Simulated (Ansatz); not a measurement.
Si₃N₄ in space group Fd-3m (No. 227; Si on 16c, Si on 8b, N on 32e), plane-wave PAW r²SCAN (Ansatz code): ε∞ = 4.91, cell volume 115.47 Å³. Infrared-active transverse modes:

```tsv
ω_TO (cm⁻¹)	oscillator strength S_xx (e²/amu)
415.6	0.01223
612.4	4.915
735.2	0.3678
812.2	1.881
```

Task: Compute the static dielectric constant.

Result: Each mode adds (4.921e7/V) S/ω²: 0.03, 5.59, 0.29, 1.21. So ε0 = 12.0.

Symmetry was held in the r²SCAN relaxation; of distortions, only those at the zone centre were tested.

Potentials: the earlier of the program's two PAW sets.
